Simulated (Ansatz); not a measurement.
This cell of Ir (fcc, Cu type) is off equilibrium:

```xyz
4
Lattice="3.8305 0.0000 0.0000 0.0000 3.8305 0.0000 0.0000 0.0000 3.8305" Properties=species:S:1:pos:R:3 pbc="T T T"
Ir     0.0000     0.0000     0.0000
Ir     1.7625     1.7625     0.0000
Ir     1.9152     0.0000     1.9152
Ir     0.0000     1.9152     1.9152
```

The numbers are results of PBEsol (plane waves to 420 eV, PAW, scalar-relativistic; Ansatz, a quantum-chemistry and plane-wave program), not measurements. k mesh 10×10×10 (Γ-centred), Fermi-Dirac smearing 0.05 eV. The energy includes the smearing's −TS. Stress and pressure are positive under compression. With partly filled bands, energies and forces of such displacements shift with the k mesh and the smearing. Ir is run without spin polarisation. Ir was relaxed with its symmetry unable to fall. Spin-orbit coupling is left out, though Ir is heavy.

Predict the force on every atom, in eV/Å.


```
atom      Fx      Fy     Fz
----  ------  ------  -----
Ir1   -1.279  -1.279  0.000
Ir2    2.505   2.505  0.000
Ir3   -0.159  -1.067  0.000
Ir4   -1.067  -0.159  0.000
```

What is the stress tensor (GPa)?


```
    5.1      4.0      0.0
    4.0      5.1      0.0
    0.0      0.0      3.6
```
The pressure, a third of the trace, is 4.6 GPa.

In it atom 2 sits (-0.153, -0.153, 0.000) Å away from its relaxed site. What is its energy relative to the relaxed cell?

361 meV/cell.

(For displaced atoms, the force is minus the slope of the energy, and its curvature is a force constant, which sets phonon frequencies.)
